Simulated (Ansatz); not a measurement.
Comparing deformations in Si

All numbers below come from Ansatz 0.2.0, DFT LDA, scalar-relativistic, plane waves, PAW. Cutoff 420 eV, Γ-centred 10×10×10 k-points, Gaussian smearing of 0.03 eV. No spin polarisation. Energies are free energies at this smearing, counted from the undisturbed cell; pressure is positive in compression.

The starting cell (relaxed at this level; this form isn't the usual structure):

```xyz
4
Lattice="-3.3013 3.3013 1.9084 3.3013 -3.3013 1.9084 3.3013 3.3013 -1.9084" Properties=species:S:1:pos:R:3 pbc="T T T"
Si    1.1808    1.1808    0.0000
Si    2.1205    2.1205    1.9084
Si    2.1205   -2.1205    1.9084
Si   -2.1205    2.1205    1.9084
```

The cell is strained by ε times a Voigt pattern (xx, yy, zz, yz, xz, xy; engineering shear) with fractional coordinates fixed. τ = (1/V0) dE/dε comes from the stress tensor. Of each scan, only the three points used here are listed.

```csv
pattern,ε,τ (GPa)
"(0, 0, 1, 0, 0, 0)",-0.0250,-5.92
"(0, 0, 1, 0, 0, 0)",0.0000,0.03
"(0, 0, 1, 0, 0, 0)",0.0250,5.01
"(1, -1, 0, 0, 0, 0)",-0.0050,-1.92
"(1, -1, 0, 0, 0, 0)",0.0000,0.00
"(1, -1, 0, 0, 0, 0)",0.0050,1.92
```

**Question.** Which constants do the scans give, and which deformation costs least for the same size of strain tensor?

**Answer.** The slope dτ/dε at zero (parabola through three points) is pᵀCp: (0, 0, 1, 0, 0, 0) gives C33 = 219 GPa; (1, -1, 0, 0, 0, 0) gives C11 + C22 − 2 C12 = 385 GPa. The size of the strain tensor, ε:ε, is ε² times 1.0, 2.0. Per unit of it the stiffnesses are 219, 192 GPa, so (1, -1, 0, 0, 0, 0) is the softest of these: at ε:ε = (1 %)² the quadratic term costs 1.25 meV/atom against 1.42 for the stiffest. These are clamped-ion values.

Forces appear on the atoms along this scan, and letting them relax would lower the energy and soften the response. The gap closes along the scan, which can put kinks into the curve.